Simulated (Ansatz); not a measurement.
In2Bi:
```
In2Bi
1.0
    5.46038     0.00000     0.00000
   -2.73019     4.72883     0.00000
    0.00000     0.00000     6.46997
In Bi
4 2
Direct
  0.00000   0.00000   0.00000
  0.00000   0.00000   0.50000
  0.66667   0.33333   0.25000
  0.33333   0.66667   0.75000
  0.66667   0.33333   0.75000
  0.33333   0.66667   0.25000
```

Relaxed with PBEsol. Special points in fractions of this cell's reciprocal vectors: Γ (0.000, 0.000, 0.000); M (0.500, 0.000, 0.000); K (0.333, 0.333, 0.000); A (0.000, 0.000, 0.500); L (0.500, 0.000, 0.500); H (0.333, 0.333, 0.500).

Question: List the band energies nearest the Fermi level at these points for plane-wave PAW PBEsol (Ansatz code).

Answer: In eV from the Fermi level; about four levels below and three above (degenerate sets whole), none deeper than 8.9 eV; points with the same levels are listed once.

| k | below | above |
|---|---|---|
| Γ | -1.74 -1.74 -0.56 -0.01 -0.01 | 0.13 0.38 2.27 2.27 |
| M | -3.59 -1.70 -1.26 -1.18 | 1.57 1.60 2.09 |
| K | -2.99 -2.99 -0.52 -0.19 -0.19 | 2.08 2.56 2.56 |
| A | -0.21 -0.21 -0.21 -0.21 | 3.79 3.79 5.27 5.27 |
| L | -3.01 -3.01 -0.04 -0.04 | 0.90 0.90 2.53 2.53 |
| H | -0.02 -0.02 -0.01 -0.01 | 1.06 1.06 1.97 1.97 |

Space group P6_3/mmc. The first step of the workflow began from a Materials Project structure, measured or hypothetical; the Crystallography Open Database files this formula in space group No. 194, but the cells were not matched. Its standing as an ambient phase is unchecked. The cell was relaxed with PBEsol under the symmetry of its start; of distortions, only those at the zone centre were tested. Spin–orbit coupling is left out wherever it is not named.

Potentials: the later of the program's two PAW sets.
